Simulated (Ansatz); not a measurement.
NiMoP (space group P-62m)

```yaml
crystal:
  lattice:
    - [5.79417, 0.00000, 0.00000]
    - [-2.89709, 5.01790, 0.00000]
    - [0.00000, 0.00000, 3.70808]
  atoms:
    - { symbol: Ni, position: [0.74966, 0.74966, 0.00000] }
    - { symbol: Ni, position: [0.00000, 0.25034, 0.00000] }
    - { symbol: Ni, position: [0.25034, 0.00000, 0.00000] }
    - { symbol: Mo, position: [0.00000, 0.58530, 0.50000] }
    - { symbol: Mo, position: [0.58530, 0.00000, 0.50000] }
    - { symbol: Mo, position: [0.41470, 0.41470, 0.50000] }
    - { symbol: P, position: [0.00000, 0.00000, 0.50000] }
    - { symbol: P, position: [0.66667, 0.33333, 0.00000] }
    - { symbol: P, position: [0.33333, 0.66667, 0.00000] }
```

The volume is varied about the relaxed value V₀ at fixed cell shape. The atoms relax within the cell's symmetry.

Calculation: PBEsol (plane waves to 420 eV, PAW, scalar-relativistic; Ansatz, an electronic-structure program). k mesh 9×9×13 (Γ-centred), Fermi-Dirac smearing 0.05 eV. Energies are smeared free energies. Compression counts positive. NiMoP is run without spin polarisation. NiMoP was relaxed with its symmetry unable to fall. ΔE is measured from the relaxed starting cell.

```
V (Å³/cell)  ΔE (eV/atom)  P (GPa)
-----------  ------------  -------
101.34                  …        …
102.96              0.022     13.6
104.58              0.009      8.7
106.19              0.002      4.2
107.81              0.000      0.0
109.43              0.002     -3.8
111.05              0.008     -7.3
112.66              0.018    -10.5
114.28              0.032    -13.5
```

Question: Some entries are withheld; supply them.

Answer: 
- 101.34, ΔE (eV/atom): 0.040
- 101.34, P (GPa): 19.0

(A scan under strain: stresses follow from slopes of the energy per volume, elastic moduli from its curvatures.)
